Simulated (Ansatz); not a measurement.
input.yaml (Ansatz)

```yaml
crystal:
  lattice:
    - [0.0, 2.9435916636, 2.9435916636]
    - [2.9435916636, 0.0, 2.9435916636]
    - [2.9435916636, 2.9435916636, 0.0]
  atoms:
    - { symbol: Pt, position: [0.125, 0.125, 0.125], spin: -0.668 }
    - { symbol: Pt, position: [0.875, 0.875, 0.875], spin: -0.668 }
hamiltonian:
  xc: r2scan
  pseudopotentials:
    kind: paw
    azcp:
      Pt: "pseudopotentials/Pt.paw.azcp"
basis:
  ecutwfc: 500
  fft_grid_basis: typed
kpoints:
  mp_grid: { grid: [16, 16, 16], shift: [0, 0, 0] }
magnetization:
  spin_polarized: true
scf:
  occupations: { method: fermi_dirac, width: 0.05 }
output:
  stress: true
  write_density: true
  write_potential: true
  elf: true
  volumetric_format: npy
```

and its output:

```
Engine: ansatz 0.2.0, x86_64-unknown-linux-gnu
Pseudopotentials: kind: paw
Pseudopotential: Pt, paw, valence charge 18, recommended cutoff 500 eV (meta_gga) 
Functional definition: r2SCAN
  parameter k0 = 0.174
  parameter k1 = 0.065
  parameter a1 = 4.9479
  exchange = r2scan_x(k0 = k0, k1 = k1, a1 = a1)
  correlation = r2scan_c
Crystal: 2 atoms, lattice volume = 51.011 Å³
Basis set: ecut = 500 eV, 1291 PW (Γ), exchange–correlation on 128×128×128 points (64 copies of the dense FFT grid, shifted against one another)
Bands: 23, of which v1, the nominal top of the filled ones, is band 18 counted from 1 (17 counted from 0)
Symmetry: 48 space group operations
Space group: Fd-3m (ITA 227), of the structure as read, at distance tolerance 3.7e-5 Å
Magnetic group: BNS 227.128 (UNI 1630), of the structure as read, at distance tolerance 3.7e-5 Å
k-points: 145 of 4096
Non-local potential: Pt, projectors of the file, l = 0: 3, l = 1: 2, l = 2: 2, l = 3: 1
PAW form: soft (Blöchl's): semilocal exchange-correlation on the pseudo side does not see the compensation charge
PAW frozen core: Pt, regenerated for the run's functional (the file was generated under x = pbe(κ = 0.804, μ = 0.2195149727645171), c = pbe(β = 0.06672455060314922))
PAW one-centre angular grid: Pt, 590 points (default); XC on 160 Gauss nodes
Initial density: superposition of atomic densities (chi_scale 0.1, normalization cell)
Starting moments: Σ|m| = 1.336 μB on 2 of 2 sites
Initial wavefunctions: pseudopotential atomic-orbital guess
Functional: x = r2scan, c = r2scan; τ floored in thin density (d = 2e-4 eV/Å³)
iter 1 solved again at ethr=2.25e-3 eV; its pass at ethr=3.10e-3 eV (dr2=8.11e-1 eV) is discarded
SCF iter   1: F=—  HF=-25071.340349 eV  |F-HF|=—  |Δ(HF+E_count)|=         —  Δρ=2.75e-2 (↑2.75e-2 ↓2.02e-2)  dr2=1.11e0  dr2_τ=1.10e-2  dr2_m=7.75e-3  M=-1.218 μB ∫|m|=1.220 μB  β_m=1.00  ethr=2.25e-3  ⟨swp⟩=2.0  Hψ=39377  notcnv=0
Mixer restart at iter 1: flushing history
spin=Collinear: Kerker preconditioning applied to the charge; magnetization (m = ρ↑ − ρ↓) channel mixes plain (no charge-response kernel on spin).
SCF iter   2: F=—  HF=-25071.041694 eV  |F-HF|=—  |Δ(HF+E_count)|=   2.99e-1  Δρ=1.60e-2 (↑1.60e-2 ↓1.24e-2)  dr2=3.22e-1  dr2_τ=1.10e-2  dr2_m=1.83e-3  M=-1.233 μB ∫|m|=1.258 μB  β_m=1.00  ethr=2.25e-3  ⟨swp⟩=2.0  Hψ=10729  notcnv=0  κ⁻¹=1.0e0(r=1)
...
SCF iter  14: F=—  HF=-25071.280730 eV  |F-HF|=—  |Δ(HF+E_count)|=   2.30e-7  Δρ=8.57e-6 (↑6.82e-6 ↓8.57e-6)  dr2=4.31e-8  dr2_τ=1.65e-9  dr2_m=7.20e-9  M=-1.475 μB ∫|m|=1.560 μB  β_m=1.00  ethr=3.76e-10  ⟨swp⟩=2.0  Hψ=9568  notcnv=0  defer=4  κ⁻¹=3.4e-6(r=8)
SCF iter  15: F=—  HF=-25071.280730 eV  |F-HF|=—  |Δ(HF+E_count)|=   1.86e-7  Δρ=4.52e-6 (↑4.52e-6 ↓2.75e-6)  dr2=7.38e-9  dr2_τ=7.38e-10  dr2_m=4.33e-9  M=-1.476 μB ∫|m|=1.560 μB  β_m=1.00  ethr=1.20e-10  ⟨swp⟩=5.1  Hψ=38216  notcnv=0  κ⁻¹=7.8e-6(r=8)
SCF iter  16: F=—  HF=-25071.280730 eV  |F-HF|=—  |Δ(HF+E_count)|=   2.05e-8  Δρ=3.23e-6 (↑3.23e-6 ↓2.11e-6)  dr2=2.02e-9  dr2_τ=4.31e-10  dr2_m=2.75e-9  M=-1.476 μB ∫|m|=1.560 μB  β_m=1.00  ethr=2.05e-11  ⟨swp⟩=6.1  Hψ=31833  notcnv=0  κ⁻¹=5.8e-6(r=8)
SCF iter  17: F=-25071.280730 eV  HF=-25071.280730 eV  |F-HF|=2.00e-10  |Δ(HF+E_count)|=   2.14e-8  Δρ=4.70e-7 (↑4.70e-7 ↓3.65e-7)  dr2=1.09e-10  dr2_τ=6.98e-12  dr2_m=2.50e-11  M=-1.476 μB ∫|m|=1.560 μB  ethr=5.61e-12  ⟨swp⟩=6.0  Hψ=32116  notcnv=0
SCF 1 converged in 17 iterations: F = -25071.280730 eV  dr2 = 1.09e-10
the search or the solves at the SCF's close seem to have found levels that the self-consistency loop had missed (the run counts 3). By its estimate they hold under 1e-12 electrons; where the run keeps them, the occupations were computed again with them
this state was not tested for a lower state beside it, because the mixer in use, unlike msr1, does not test its closes by its own steps (another_mixer; see scf.mixing.algorithm and scf.lower_state_search)
SCF converged after 17 iterations
Magnetization: -1.4758 μB (17.2621 up, 18.7379 down)
Absolute magnetization: 1.5604 μB (∫|ρ↑−ρ↓|, with the PAW one-centre terms)
Spin contamination: 0.0131 ħ² per cell (⟨S²⟩ above its minimum at these occupations)
Per-site moments (μB) at R_I (Å): [(-0.7052232363074799, 1.05155537810635), (-0.7052232363074799, 1.05155537810635)]
Free energy (F): -25071.280730 eV
Harris-Foulkes:  -25071.280730 eV  (|F-HF|=2.00e-10)
Internal energy: -25071.260245 eV  (E = F + TS)
E sigma→0 (E₀):  -25071.270487 eV
Entropy (-TS):   -0.020485 eV (-10.242 meV/atom)
Fermi energy:    11.394319 eV
--- Per-component energies (eV) ---
  E_band       = -700.506426
  E_kinetic    = 1269.918621
  E_local      = -4889.129293  (includes V_loc(G=0)·N_el)
  E_nonlocal   = 405.504549
  E_hartree    = 1868.485036
  E_xc         = -495.987419
  E_vxc        = -669.486357  (∫ρ·V_xc dr)
  E_paw        = -18960.650104  (= ΣΔE_a)
  E_vpaw       = -597.645943  (= ΣTr[D̂ρ^β])
  E_aug_tail   = 0.000302  (compensation charges beyond the density's cutoff)
  E_vtau       = 43.362209  (kinetic-family band-sum trace: ∫τ·v_τ [+ j·A + Jᵃ·Aᵃ] dr)
  E_ewald      = -4268.938948
  E_core_change = -0.462989  (= ΣΔE_core)
  E_smearing   = -0.020485  (= −TS)
  E_closure    = 0.000000  (closes the sum)
  Σ components = -25071.280730   (vs F -25071.280730, Δ=0.00e0)
--- Stress (GPa, compression-positive) ---
       -8.004200       0.000000       0.000000
        0.000000      -8.004200      -0.000000
        0.000000      -0.000000      -8.004200
  P = ⅓ Tr σ = -8.0042 GPa (-80.042 kbar)
--- Band table (eV; the first three rows and the last of 290) ---
  k-point 0 ↑: bands = ["-88.6946", "-88.6115", "-42.3677", "-42.3677", "-42.3677", "-42.0183", "-42.0183", "-42.0183", "4.6088", "7.2875", "7.2875", "7.4407", "7.4407", "7.4407", "9.9734", "9.9734", "9.9734", "11.4890", "11.4890", "22.1218", "22.1610", "22.9958", "22.9958"]
  k-point 1 ↑: bands = ["-88.6940", "-88.6121", "-42.3690", "-42.3690", "-42.3670", "-42.0192", "-42.0170", "-42.0170", "4.6651", "7.2246", "7.2246", "7.4358", "7.5235", "7.5235", "9.9434", "9.9619", "9.9619", "11.4924", "11.4924", "21.2722", "22.0299", "22.5898", "22.5898"]
  k-point 2 ↑: bands = ["-88.6923", "-88.6138", "-42.3727", "-42.3727", "-42.3647", "-42.0219", "-42.0133", "-42.0133", "4.8297", "7.1472", "7.1472", "7.4225", "7.6538", "7.6538", "9.8643", "9.9364", "9.9364", "11.4993", "11.4993", "19.6732", "21.8918", "21.9284", "21.9284"]
  k-point 144 ↓: bands = ["-89.1742", "-89.1742", "-43.0747", "-43.0747", "-42.8479", "-42.8479", "-42.6178", "-42.6178", "6.2790", "6.2790", "6.9339", "6.9339", "8.1945", "8.1945", "8.4798", "8.4798", "11.0997", "11.0997", "12.2512", "12.2512", "14.5572", "14.5572", "24.1023"]
```
